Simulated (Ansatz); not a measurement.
Born–Oppenheimer molecular dynamics of a 24-atom Sr13Li7Mg4 cell at 42.05 Å³/atom, computed with Ansatz: Langevin thermostat at 1240 K, 74 steps of 1.5 fs, friction 0.03 1/fs. The run is short and the cell small, so it isn't an equilibrium average.

```yaml
crystal:
  lattice:
    - [9.873825, -0.143137, -0.027178]
    - [-0.143137, 10.249516, 0.401145]
    - [-0.027178, 0.401145, 9.989007]
  atoms:
    - { symbol: Sr, position: [0.0420582681, 0.8319747925, 0.5175727474] }
    - { symbol: Sr, position: [0.4056924514, 0.2908163449, 0.3992840307] }
    - { symbol: Sr, position: [0.1488728849, 0.4625177418, 0.6104838183] }
    - { symbol: Sr, position: [0.7228463956, 0.8637706618, 0.2557022576] }
    - { symbol: Sr, position: [0.4412163784, 0.6245133219, 0.12705703] }
    - { symbol: Sr, position: [0.3532947675, 0.941680893, 0.2579858219] }
    - { symbol: Sr, position: [0.3699499924, 0.0385132915, 0.822747408] }
    - { symbol: Sr, position: [0.0456034294, 0.168710555, 0.3230731378] }
    - { symbol: Sr, position: [0.0502207944, 0.8537461097, 0.0067923157] }
    - { symbol: Sr, position: [0.06154807, 0.4680026706, 0.0252461261] }
    - { symbol: Sr, position: [0.7100821345, 0.3302898343, 0.1359763926] }
    - { symbol: Sr, position: [0.52476805, 0.6385465616, 0.5338281295] }
    - { symbol: Sr, position: [0.9230885764, 0.1192898963, 0.7290523612] }
    - { symbol: Li, position: [0.7802748794, 0.1143630934, 0.4289424257] }
    - { symbol: Li, position: [0.7382542558, 0.6971256375, 0.9949160469] }
    - { symbol: Li, position: [0.895534169, 0.6302780387, 0.7255970627] }
    - { symbol: Li, position: [0.565081742, 0.9404674927, 0.5460226486] }
    - { symbol: Li, position: [0.8246081471, 0.5637464562, 0.4041953855] }
    - { symbol: Li, position: [0.1080003127, 0.5950178265, 0.3143839695] }
    - { symbol: Li, position: [0.643889774, 0.1936853216, 0.8695490581] }
    - { symbol: Mg, position: [0.4765969075, 0.37746909, 0.7351418457] }
    - { symbol: Mg, position: [0.7383875609, 0.3477325904, 0.5854251725] }
    - { symbol: Mg, position: [0.3563814866, 0.3133759122, 0.0631019118] }
    - { symbol: Mg, position: [0.3009166591, 0.7179461048, 0.8169494369] }
  symmetry: { detect: false }
basis:
  ecutwfc: 420
  xc_grid: 1
kpoints:
  mp_grid: { grid: [1, 1, 1], shift: [0.25, 0.25, 0.25] }
hamiltonian:
  xc: pbe
scf:
  occupations: { method: fermi_dirac, width: 0.1069 }
  lower_state_search: "off"
  convergence: { dr2_threshold: 1.0e-05 }
output:
  forces: true
  stress: true
md:
  timestep: 1.5
  n_steps: 74
  ensemble: nvt_langevin
  friction: 0.03
  temperature: 1240.0
  initial_velocities: maxwell_boltzmann
  seed: 1288
```

```bash
ansatz run input.yaml --threads 2 --pin off --max-ram 5120MiB --backend cpu --events-out ev --progress --plain --runs-dir out
```

These are results of DFT PBE, scalar-relativistic, plane waves, PAW (Ansatz), not measurements.

5 frames, positions in Å (not wrapped into the cell) and forces in eV/Å:

```xyz
24
Lattice="9.874 -0.143 -0.027 -0.143 10.250 0.401 -0.027 0.401 9.989" Properties=species:S:1:pos:R:3:forces:R:3 pbc="T T T" time_fs=0.0 temperature_K=1188 free_energy_over_first_frame_eV=0.000
Sr    0.282    8.729    5.503    0.360    0.200    0.150
Sr    3.953    3.083    4.094    0.450   -0.120    0.360
Sr    1.387    4.964    6.280   -0.160   -0.270    0.340
Sr    7.007    8.852    2.881    0.560    0.350   -0.210
Sr    4.264    6.389    1.508   -0.400   -0.210    0.000
Sr    3.347    9.705    2.945   -0.140    0.250   -0.040
Sr    3.625    0.672    8.224   -0.190    0.200   -0.160
Sr    0.417    1.852    3.294    0.420    0.480   -0.530
Sr    0.373    8.746    0.409    0.010   -0.020    0.230
Sr    0.540    4.798    0.438    0.020    0.030   -0.420
Sr    6.960    3.338    1.471   -0.090    0.090    0.300
Sr    5.076    6.684    5.574   -0.170    0.190    0.090
Sr    9.078    1.383    7.305    0.350   -0.240    0.390
Li    7.676    1.233    4.309   -0.850    0.020    0.300
Li    7.163    7.439   10.198    0.150   -0.170   -0.550
Li    8.732    6.623    7.476   -0.530   -0.160    0.300
Li    5.430    9.777    5.816    0.130    0.480    0.280
Li    8.050    5.822    4.241    0.220   -0.200   -0.300
Li    0.973    6.209    3.376    0.180    0.120   -0.300
Li    6.306    2.242    8.746    0.130   -0.070   -0.020
Mg    4.632    4.096    7.482   -0.260   -0.030    0.720
Mg    7.225    3.693    5.967   -0.120    0.150   -0.120
Mg    3.472    3.186    0.746    0.130   -0.640   -0.480
Mg    2.846    7.643    8.440   -0.200   -0.440   -0.320
24
Lattice="9.874 -0.143 -0.027 -0.143 10.250 0.401 -0.027 0.401 9.989" Properties=species:S:1:pos:R:3:forces:R:3 pbc="T T T" time_fs=27.0 temperature_K=1391 free_energy_over_first_frame_eV=-0.164
Sr    0.290    8.746    5.539    0.470    0.330    0.030
Sr    3.977    3.158    4.251    0.170   -0.300   -0.020
Sr    1.287    4.950    6.292    0.010    0.010    0.260
Sr    7.008    8.930    2.925    0.510    0.370   -0.270
Sr    4.271    6.410    1.492   -0.040   -0.460   -0.230
Sr    3.253    9.678    2.935    0.070    0.360    0.090
Sr    3.561    0.723    8.262   -0.080    0.350   -0.240
Sr    0.501    1.929    3.368   -0.250    0.250   -0.390
Sr    0.265    8.810    0.394    0.180   -0.210    0.190
Sr    0.484    4.721    0.432    0.340    0.120   -0.340
Sr    6.930    3.300    1.449    0.190    0.220    1.070
Sr    5.236    6.713    5.475   -0.500    0.250    0.200
Sr    9.133    1.411    7.302   -0.170    0.210    0.450
Li    7.393    1.412    4.668   -0.240   -0.250   -0.400
Li    7.277    7.124   10.002   -0.040   -0.030   -0.310
Li    8.518    6.741    7.152   -0.560   -0.310    0.510
Li    5.544    9.813    6.145    0.050    0.200    0.210
Li    8.310    5.779    4.243    0.200   -0.150   -0.460
Li    1.452    6.468    3.237   -0.150   -0.030    0.010
Li    6.061    2.610    9.027    0.430   -0.720   -0.600
Mg    4.622    4.252    7.728   -0.580    0.530    0.270
Mg    6.876    3.806    5.771    0.500   -0.020    0.440
Mg    3.635    2.924    0.674   -0.290   -0.140   -0.050
Mg    3.025    7.738    8.458   -0.250   -0.570   -0.420
24
Lattice="9.874 -0.143 -0.027 -0.143 10.250 0.401 -0.027 0.401 9.989" Properties=species:S:1:pos:R:3:forces:R:3 pbc="T T T" time_fs=55.5 temperature_K=1142 free_energy_over_first_frame_eV=0.143
Sr    0.292    8.833    5.591    0.020   -0.440    0.280
Sr    3.953    3.218    4.281    0.020   -0.430   -0.130
Sr    1.302    4.902    6.214   -0.240    0.500    0.270
Sr    7.076    8.992    2.824    0.280    0.150   -0.310
Sr    4.206    6.316    1.436    0.630   -0.610   -0.400
Sr    3.144    9.626    2.911    0.420    0.240    0.100
Sr    3.545    0.867    8.291    0.310    0.230   -0.560
Sr    0.704    1.927    3.438   -0.720    0.250   -0.520
Sr    0.167    8.813    0.314    0.140   -0.270    0.230
Sr    0.484    4.604    0.372    0.390    0.090   -0.390
Sr    6.964    3.181    1.430   -0.250    0.080    0.830
Sr    5.348    6.677    5.379   -0.780    0.360    0.010
Sr    9.292    1.450    7.331   -0.080    0.220   -0.120
Li    7.279    1.476    4.414    0.000   -0.270    0.060
Li    7.221    6.876    9.777   -0.320    0.090    0.610
Li    7.923    6.698    7.558    0.370   -0.230   -0.670
Li    5.998    9.527    6.260    0.150    0.450    0.390
Li    8.835    5.486    3.779   -0.230    0.040   -0.180
Li    1.682    6.651    2.838   -0.670   -0.130    0.560
Li    6.791    2.805    8.639   -0.430    0.100   -0.640
Mg    4.335    4.488    7.944    0.180    0.100    0.410
Mg    6.730    3.906    5.511    1.080   -0.270    0.630
Mg    3.531    2.541    0.819   -0.120    0.400    0.110
Mg    2.905    7.893    8.598   -0.180   -0.650   -0.560
24
Lattice="9.874 -0.143 -0.027 -0.143 10.250 0.401 -0.027 0.401 9.989" Properties=species:S:1:pos:R:3:forces:R:3 pbc="T T T" time_fs=84.0 temperature_K=1657 free_energy_over_first_frame_eV=0.256
Sr    0.286    8.763    5.733   -0.070   -0.330    0.160
Sr    3.852    3.267    4.306    0.360   -0.520    0.140
Sr    1.291    4.864    6.168   -0.180    0.790    0.400
Sr    7.072    9.081    2.716    0.170   -0.340   -0.480
Sr    4.141    6.209    1.365    0.050   -0.290    0.130
Sr    2.969    9.695    2.776    0.560   -0.510    0.240
Sr    3.580    0.977    8.318   -0.020    0.050   -0.320
Sr    0.773    1.907    3.554   -0.940    0.080   -0.570
Sr    0.184    8.769    0.176    0.020    0.070   -0.230
Sr    0.614    4.568    0.277    0.260   -0.060   -0.440
Sr    6.986    3.167    1.315   -0.340   -0.070    0.070
Sr    5.334    6.573    5.283   -0.550    1.200    0.140
Sr    9.384    1.615    7.296    0.370   -0.060   -0.120
Li    7.451    1.049    4.217   -0.230    0.510    0.750
Li    7.123    7.352    9.814   -0.280    0.060    0.220
Li    7.853    6.466    7.591    0.230   -0.410   -0.320
Li    6.081    9.659    7.039    0.320   -0.070    0.010
Li    9.043    4.891    3.635   -0.420    0.140    0.000
Li    0.951    6.839    2.562    0.110   -0.040    0.560
Li    6.774    2.466    7.961   -0.880    0.320    0.190
Mg    4.278    4.626    8.084    0.210   -0.030    0.280
Mg    6.688    3.868    5.391    1.320   -0.770    0.280
Mg    3.389    2.495    1.194    0.020    0.440   -0.610
Mg    2.870    7.672    8.483   -0.090   -0.160   -0.490
24
Lattice="9.874 -0.143 -0.027 -0.143 10.250 0.401 -0.027 0.401 9.989" Properties=species:S:1:pos:R:3:forces:R:3 pbc="T T T" time_fs=111.0 temperature_K=1121 free_energy_over_first_frame_eV=0.307
Sr    0.356    8.638    5.849   -0.180   -0.170   -0.010
Sr    3.904    3.258    4.337    0.170   -0.530    0.140
Sr    1.231    4.840    6.189    0.100    0.800    0.320
Sr    7.037    9.124    2.617    0.230    0.140    0.160
Sr    4.178    6.176    1.232    0.050   -0.100    0.480
Sr    2.949    9.761    2.694    0.440   -0.870    0.380
Sr    3.522    0.973    8.315   -0.300   -0.190   -0.270
Sr    0.715    1.906    3.658   -0.740   -0.460   -0.660
Sr    0.223    8.755    0.154    0.230    0.190   -0.290
Sr    0.775    4.446    0.204    0.040   -0.050   -0.350
Sr    6.978    3.090    1.181   -0.270   -0.070   -0.010
Sr    5.377    6.529    5.258   -0.160    0.930    0.140
Sr    9.513    1.622    7.276   -0.630    0.100    0.250
Li    7.002    0.817    4.564   -0.080    0.270    0.400
Li    7.120    8.126   10.013   -0.390   -0.580   -0.730
Li    7.821    6.007    7.622    0.020   -0.150    0.230
Li    6.275    9.748    7.529    0.280   -0.260   -0.010
Li    9.075    4.331    3.629   -0.440    0.370    0.030
Li    0.091    6.616    2.419    0.080    0.230    0.530
Li    6.084    2.440    7.641    0.430    0.130    0.130
Mg    4.396    4.722    8.160   -0.160   -0.040    0.140
Mg    6.853    3.616    5.281    1.060   -0.080    0.150
Mg    3.315    2.499    1.214    0.220    0.480   -0.540
Mg    2.751    7.568    8.495   -0.020   -0.080   -0.600
```

Over the second half the temperature averages 1384 K and the pressure (kinetic part included, positive in compression) 1.0 GPa. Mean square displacements at the end: Li 1.80 Å², Mg 0.56 Å², Sr 0.16 Å² (from the start of this run, the atoms' common shift taken off).

One k point is coarse for so small a cell, so forces and above all the pressure are rough.

The run took 5.9 min on 2 threads of Arm Neoverse V2 (shared host), peak memory 1 GiB.